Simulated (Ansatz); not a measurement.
Sn:
```
CELL_PARAMETERS angstrom
     -4.05133     4.05133     4.05133
      4.05133    -4.05133     4.05133
      4.05133     4.05133    -4.05133
ATOMIC_POSITIONS crystal
  Sn 0.50000 0.75000 0.25000
  Sn 0.25000 0.50000 0.75000
  Sn 0.75000 0.50000 0.25000
  Sn 0.50000 0.25000 0.75000
  Sn 0.25000 0.75000 0.50000
  Sn 0.75000 0.25000 0.50000
```

Relaxed with r²SCAN.

Problem. Map the valence electron density (e/Å³), cut off at 1 on the plane through (0.250, 0.500, 0.750) spanned by u = [1, 1, 0] and v = [1, 0, 1] in lattice vectors, from the program Ansatz at the r²SCAN level (PAW).

Solution. x is the fraction of u, y of v (the angle between them is 90°; rows are the nearest grid lines); atoms in the plane: Sn at (0.00, 0.00), Sn at (0.00, 0.50), Sn at (0.25, 0.75), Sn at (0.75, 0.75).
```
|@@@@@=:..                      ..:=@@@@@|
|@@@@#=::...                  ...::=#@@@@|
|@@@@+--::....              ....::--+@@@@|
|===-----===--:..        ..:--===-----===|
|..:::-+@@@@@@@=:..    ..:=@@@@@@@+-:::..|
|....:=@@@@@@@@@=:..  ..:=@@@@@@@@@=:....|
| ...:=@@@@@@@@@=:......:=@@@@@@@@@=:... |
|...::=#@@@@@@@*-:..  ..:-*@@@@@@@#=::...|
|::::--=+#@@@*=:..      ..:=*@@@#+=--::::|
|@@#+=---::::...          ...::::---=+#@@|
|@@@@+--::....              ....::--+@@@@|
|@@@@@=:..                      ..:=@@@@@|
|@@@@@-:.                        .:-@@@@@|
|@@@@=:.                          .:=@@@@|
|@@*=:..                          ..:=*@@|
|:::..                              ..:::|
|...                                  ...|
|                                        |
|.                                      .|
|....                                ....|
|==-:..                            ..:-==|
|@@@@=:.                          .:=@@@@|
|@@@@*-..                        ..-*@@@@|
|@@@@@=:..                      ..:=@@@@@|
```
Scale: ten equal steps from 0.000 (start of ' ') to 1.00 (end of '@'), in the order ' .:-=+*#%@'; x runs from 0.000 to 1.00, y from 0.000 (bottom) to 1.00 (top).

The density is the valence pseudo-density with augmentation charge, so density and ELF within about 1 Å of a nucleus are not all-electron values.

Space group Im-3m. The start of the workflow was typed in or built on a structure type; the Crystallography Open Database copy checked does not list it. It is not the phase usual at ambient conditions (space group No. 141). The cell was relaxed with r²SCAN under the symmetry of its start; its stability against distortions is not shown here. The volume moved by 33 % from the start of the relaxation. Scalar-relativistic: spin–orbit coupling is off unless named, which matters more the heavier the elements.

Potentials: the earlier of the program's two PAW sets.
